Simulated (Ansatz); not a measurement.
Consider the following.

AlNi (CsCl type, Pm-3m), a = 2.893 Å, b = 2.893 Å, c = 2.893 Å, α = 90.00°, β = 90.00°, γ = 90.00°.

This is the PBE-relaxed structure.

Task: All from DFT-PBE in the program Ansatz with PAW potentials, unless another level is named. Estimate the formation energy from the elements (no fitted shifts).

Result: -0.65 eV/atom.

Task: Give the density of states at the Fermi level.

Result: 0.43 states/eV per atom (mean over ±0.08 eV).

Symmetry was held in the PBE relaxation. The workflow began spin-polarised and lost its moments. The references are the lowest solids computed at this level, not always the standard phases.

Potentials: the later of the program's two PAW sets.
